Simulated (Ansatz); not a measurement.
This run works on a generated trial structure, not on a known crystal.

Input and command of a plane-wave DFT calculation in Ansatz:

```yaml
crystal:
  lattice:
    - [4.86563023, 0.0, 0.0]
    - [0.0, 4.86563023, 0.0]
    - [0.0, 0.0, 5.78725766]
  atoms:
    - { symbol: In, position: [0.5, 0.5, 0.5] }
    - { symbol: Re, position: [0.5, 0.5, 0.0] }
    - { symbol: Sb, position: [0.0, 0.5, 0.41964593] }
    - { symbol: Sb, position: [0.5, 0.0, 0.58035407] }
    - { symbol: Te, position: [0.0, 0.0, 0.5] }
basis:
  ecutwfc: 420
kpoints:
  mp_grid: { grid: [4, 4, 3] }
hamiltonian:
  xc: pbe
scf:
  occupations: { method: gaussian, width: 0.2 }
  lower_state_search: "off"
output:
  forces: true
  stress: true
  eigenvalues: true
relax:
  adjacent_minimum: "off"
  f_tol: 0.08
  max_steps: 16
  cell: { stress_tol: 0.8 }
```

```bash
ansatz run input.yaml --threads 1 --pin off --max-ram 2560MiB --backend cpu --events-out ev --progress --plain --runs-dir out
```

Processor: Intel(R) Xeon(R) Platinum 8259CL CPU @ 2.50GHz (Skylake/Cascade Lake), 1 thread, on a host shared with other jobs.

Q: Estimate time, memory and problem size.

A: About 96 s, peak memory 0.5 GiB. It solves 45 bands at 12 k points (after reduction by symmetry) with about 2819 plane waves (on the last cell), in 87 SCF iterations over 13 ionic steps.
